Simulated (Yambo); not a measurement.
G0W0@LDA for BaTiB$_{2}$O$_{6}$ (space group R-3, No. 148) in Yambo. Reference settings: 2×2×2 Γ-centred k mesh, bands 2 to 190 and a 7 Ry block in the screening, 190 bands in G with the Bruneval-Gonze terminator, plasmon pole fitted at 27.2 eV. The LDA gap Z → Γ on this mesh is 2.42 eV; G0W0 gaps are taken between the same points.

The settings were changed. The gap went from 4.84 eV to 4.76 eV, and the shift of the valence edge from -0.66 eV to -0.42 eV.

**Question.** Name the change that produced these shifts.
A) 79 bands in G
B) no random integration
C) pole fitted at 55 eV
D) 126 bands in G, no terminator

**Answer.** B, no random integration. The others gave (gap, valence shift): 79 bands in G: 4.81, -0.64 eV; pole fitted at 55 eV: 4.89, -0.72 eV; 126 bands in G, no terminator: 4.95, -0.26 eV.

Geometry of the Materials Project entry, not relaxed at this level; primitive cell a = b = c = 6.325 Å, α = β = γ = 47.29°.

A shift is the quasiparticle energy of the state minus its LDA energy.
